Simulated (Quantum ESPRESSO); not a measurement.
# AlMo3Ga2Ti2: input and log of a self-consistent run

Simulated, not a measurement. The program is pw.x of Quantum ESPRESSO 7.5 (plane-wave density functional theory). The cell is made up: eight metal atoms on a hexagonal close-packed lattice, with elements, volume, strain and displacements drawn at random and not relaxed, so it may be unstable or far from any real phase. PseudoDojo standard norm-conserving files set the functional (PBE unless stated); there is no spin polarisation or spin-orbit coupling, the Fermi-Dirac width of 0.25 eV means electrons at about 2900 K, and the masses in the input are unused placeholders. A spin test at this wide smearing found no moment, but such smearing suppresses magnetism that the real alloy may have.

Input:

```
&control calculation='scf', pseudo_dir='./dojo.nc.sr.pbe.v0_5.standard.upf', outdir='./o', disk_io='minimal', tprnfor=.true., tstress=.true. /
&system ibrav=0, nat=8, ntyp=4, nbnd=62, ecutwfc=84.00895049, nosym=.true., tot_charge=0,
 occupations='smearing', smearing='fd', degauss=0.0183746611
/
&electrons conv_thr=1.470e-08, electron_maxstep=70, mixing_beta=0.5 /
ATOMIC_SPECIES
Al 1.0 Al.upf
Ga 1.0 Ga.upf
Mo 1.0 Mo.upf
Ti 1.0 Ti.upf
CELL_PARAMETERS angstrom
2.7856 -0.0477 0.0282
-0.0826 4.747 -0.0073
0.0938 -0.0141 9.0994
ATOMIC_POSITIONS angstrom
Al 0.2496 -0.0812 -0.049
Mo 0.0706 -0.1112 4.7809
Ga -0.0067 1.5722 2.2516
Ti 0.1592 1.4464 6.8852
Mo 1.3745 2.2975 0.1061
Mo 1.3746 2.4631 4.7025
Ga 1.4927 4.0228 2.1438
Ti 1.3908 3.8407 6.8524
K_POINTS automatic
8 5 3 1 1 1
```

The log is shortened where brackets say so; the opening notice, blank lines, dates and the lines on written files are dropped, and the path of the files is cut. It prints rydbergs, bohrs and kilobars, and counts compression as positive stress. Its total energy is the free energy E - TS of the whole cell.

```
     Program PWSCF v.7.5
     Parallel version (MPI & OpenMP), running on       4 processor cores
     Number of MPI processes:                 4
     Threads/MPI process:                     1
     [start-up lines left out]
     bravais-lattice index     =            0
     lattice parameter (alat)  =       5.2651  a.u.
     unit-cell volume          =     811.6556 (a.u.)^3
     number of atoms/cell      =            8
     number of atomic types    =            4
     number of electrons       =        95.00
     number of Kohn-Sham states=           62
     kinetic-energy cutoff     =      84.0090  Ry
     charge density cutoff     =     336.0358  Ry
     scf convergence threshold =      1.5E-08
     mixing beta               =       0.5000
     number of iterations used =            8  plain     mixing
     Exchange-correlation= PBE
                           (   1   4   3   4   0   0   0)
     [axes and pseudopotential details left out]
   Cartesian axes
     site n.     atom                  positions (alat units)
         1        Al     tau(   1) = (   0.0895860  -0.0291441  -0.0175870  )
         2        Mo     tau(   2) = (   0.0253396  -0.0399117   1.7159514  )
         3        Ga     tau(   3) = (  -0.0024048   0.5642910   0.8081399  )
         4        Ti     tau(   4) = (   0.0571398   0.5191391   2.4712228  )
         5        Mo     tau(   5) = (   0.4933329   0.8246143   0.0380812  )
         6        Mo     tau(   6) = (   0.4933688   0.8840511   1.6878123  )
         7        Ga     tau(   7) = (   0.5357570   1.4438557   0.7694486  )
         8        Ti     tau(   8) = (   0.4991833   1.3784967   2.4594503  )
     number of k points=    60  Fermi-Dirac smearing, width (Ry)=  0.0184
                       cart. coord. in units 2pi/alat
        k(    1) = (   0.0630265   0.0598672   0.0504748), wk =   0.0333333
        k(    2) = (   0.0650885   0.0595891  -0.1536739), wk =   0.0333333
     [further k points left out]
     Dense  grid:    84477 G-vectors     FFT dimensions: (  32,  54, 108)
     Estimated max dynamical RAM per process >     285.28 MB
     Estimated total dynamical RAM >       1.05 GB
     Initial potential from superposition of free atoms
     starting charge      94.9847, renormalised to      95.0000
     Starting wfcs are   72 randomized atomic wfcs
     total cpu time spent up to now is        4.2 secs
     per-process dynamical memory:   226.7 Mb
     Self-consistent Calculation
     iteration #  1     ecut=    84.01 Ry     beta= 0.50
     Davidson diagonalization with overlap
     ethr =  1.00E-02,  avg # of iterations =  2.4
     total cpu time spent up to now is       12.8 secs
     total energy              =    -964.00982398 Ry
     estimated scf accuracy    <       8.32698576 Ry
     iteration #  2     ecut=    84.01 Ry     beta= 0.50
     Davidson diagonalization with overlap
     ethr =  8.77E-03,  avg # of iterations =  5.0
     total cpu time spent up to now is       23.8 secs
     total energy              =    -965.36447282 Ry
     estimated scf accuracy    <      97.31844357 Ry
     iteration #  3     ecut=    84.01 Ry     beta= 0.50
     Davidson diagonalization with overlap
     ethr =  8.77E-03,  avg # of iterations =  5.0
     total cpu time spent up to now is       33.5 secs
     total energy              =    -968.89955351 Ry
     estimated scf accuracy    <      22.54651722 Ry
     iteration #  4     ecut=    84.01 Ry     beta= 0.50
     Davidson diagonalization with overlap
     ethr =  8.77E-03,  avg # of iterations =  2.2
     total cpu time spent up to now is       41.0 secs
     total energy              =    -969.23702664 Ry
     estimated scf accuracy    <      15.83230755 Ry
     iteration #  5     ecut=    84.01 Ry     beta= 0.50
     Davidson diagonalization with overlap
     ethr =  8.77E-03,  avg # of iterations =  1.1
     total cpu time spent up to now is       47.8 secs
     total energy              =    -969.57558086 Ry
     estimated scf accuracy    <       4.59873499 Ry
     [iterations 6 to 17 left out]
     iteration # 18     ecut=    84.01 Ry     beta= 0.50
     Davidson diagonalization with overlap
     ethr =  2.77E-09,  avg # of iterations =  5.5
     total cpu time spent up to now is      170.8 secs
     total energy              =    -969.53910006 Ry
     estimated scf accuracy    <       0.00000326 Ry
     iteration # 19     ecut=    84.01 Ry     beta= 0.50
     Davidson diagonalization with overlap
     ethr =  2.77E-09,  avg # of iterations =  1.9
     total cpu time spent up to now is      178.1 secs
     total energy              =    -969.53910035 Ry
     estimated scf accuracy    <       0.00000012 Ry
     iteration # 20     ecut=    84.01 Ry     beta= 0.50
     Davidson diagonalization with overlap
     ethr =  1.27E-10,  avg # of iterations =  4.7
     total cpu time spent up to now is      187.3 secs
     total energy              =    -969.53910036 Ry
     estimated scf accuracy    <       0.00000009 Ry
     iteration # 21     ecut=    84.01 Ry     beta= 0.50
     Davidson diagonalization with overlap
     ethr =  9.52E-11,  avg # of iterations =  2.0
     total cpu time spent up to now is      195.2 secs
     total energy              =    -969.53910037 Ry
     estimated scf accuracy    <       0.00000009 Ry
     iteration # 22     ecut=    84.01 Ry     beta= 0.50
     Davidson diagonalization with overlap
     ethr =  9.06E-11,  avg # of iterations =  1.0
     total cpu time spent up to now is      201.9 secs
     End of self-consistent calculation
     [lines on levels left out]
!    total energy              =    -969.53910038 Ry
     estimated scf accuracy    <          1.8E-09 Ry
     smearing contrib. (-TS)   =      -0.11010058 Ry
     internal energy E=F+TS    =    -969.42899979 Ry
     The total energy is F=E-TS. E is the sum of the following terms:
     one-electron contribution =    -282.13096120 Ry
     hartree contribution      =     206.34906819 Ry
     xc contribution           =    -183.46313842 Ry
     ewald contribution        =    -710.18396836 Ry
     convergence has been achieved in  22 iterations
     Forces acting on atoms (cartesian axes, Ry/au):
     atom    1 type  1   force =    -0.03282958    0.00090108    0.01319629
     atom    2 type  3   force =    -0.01086806    0.08146607   -0.11945750
     atom    3 type  2   force =     0.00600830    0.00995918    0.05189519
     atom    4 type  4   force =    -0.01049390    0.01302469    0.01351102
     atom    5 type  3   force =     0.03001700    0.00685880   -0.00880582
     atom    6 type  3   force =     0.00918186   -0.06994730   -0.08466364
     atom    7 type  2   force =    -0.00852895   -0.02012659    0.05627305
     atom    8 type  4   force =     0.01751334   -0.02213592    0.07805142
     Total force =     0.221973     Total SCF correction =     0.000203
     Computing stress (Cartesian axis) and pressure
          total   stress  (Ry/bohr**3)                   (kbar)     P=      176.41
   0.00127891   0.00007535  -0.00001729          188.13       11.08       -2.54
   0.00007535   0.00133182  -0.00007524           11.08      195.92      -11.07
  -0.00001729  -0.00007524   0.00098692           -2.54      -11.07      145.18
     init_run     :      3.92s CPU      4.08s WALL (       1 calls)
     electrons    :    197.29s CPU    197.73s WALL (       1 calls)
     forces       :      1.37s CPU      1.37s WALL (       1 calls)
     stress       :      4.76s CPU      4.76s WALL (       1 calls)
     [timing details left out]
     PWSCF        :   3m27.47s CPU   3m28.10s WALL
     JOB DONE.
```

In other units: free energy -13191.251 eV for the cell, pressure 17.64 GPa, largest force component 3.071 eV/Å in size. The run took 210 s of wall time with four MPI processes on a shared machine (AMD EPYC, Zen 5, virtual cores), so the time is rough. A rerun of this cell at a higher cutoff and on a denser mesh moved values by no more than 0.006 eV in energy, 0.10 GPa in stress and 0.009 eV/Å in force, and a second program with other atomic files agreed on that cell to 2 % rms in force and 0.5 GPa in pressure.